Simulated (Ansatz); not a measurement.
CaC2:
Space group C2/c (No. 15); a = 6.595 Å, b = 4.166 Å, c = 7.331 Å, α = γ = 90.00°, β = 106.70°

```tsv
atom	site	symmetry	x	y	z
Ca	4e	2	0.0000	0.1772	0.2500
C	8f	1	0.2828	0.1403	0.0593
```
(The calculation used a cell of 6 atoms; values per cell refer to that cell.)

Relaxed with r²SCAN.

Question: Tabulate the valence density and the electron localisation function along the shortest Ca–C contact (2.56 Å), the program Ansatz at the r²SCAN level (PAW).

Answer: 

| distance from Ca (Å) | density (e/Å³) | ELF |
|---|---|---|
| 0.26 | 6.13 | 0.80 |
| 0.38 | 5.08 | 0.85 |
| 0.51 | 3.69 | 0.87 |
| 0.64 | 2.32 | 0.85 |
| 0.77 | 1.29 | 0.78 |
| 0.90 | 0.66 | 0.54 |
| 1.03 | 0.35 | 0.20 |
| 1.15 | 0.23 | 0.09 |
| 1.28 | 0.23 | 0.18 |
| 1.41 | 0.28 | 0.56 |
| 1.54 | 0.38 | 0.87 |
| 1.67 | 0.55 | 0.94 |
| 1.80 | 0.81 | 0.96 |
| 1.92 | 1.17 | 0.95 |
| 2.05 | 1.60 | 0.92 |
| 2.18 | 1.94 | 0.81 |
| 2.31 | 2.00 | 0.45 |

The density is the valence pseudo-density with augmentation charge, so density and ELF within about 1 Å of a nucleus are not all-electron values.

The workflow started from a Materials Project entry (that database holds measured and hypothetical structures alike); the Crystallography Open Database copy checked does not list it. COD files the formula under space group No. 2, so this cell is another polymorph or a model. Whether it is the stable phase at ambient conditions was not checked. Symmetry was held in the r²SCAN relaxation; its stability against distortions is not shown here.

Potentials: the later of the program's two PAW sets.
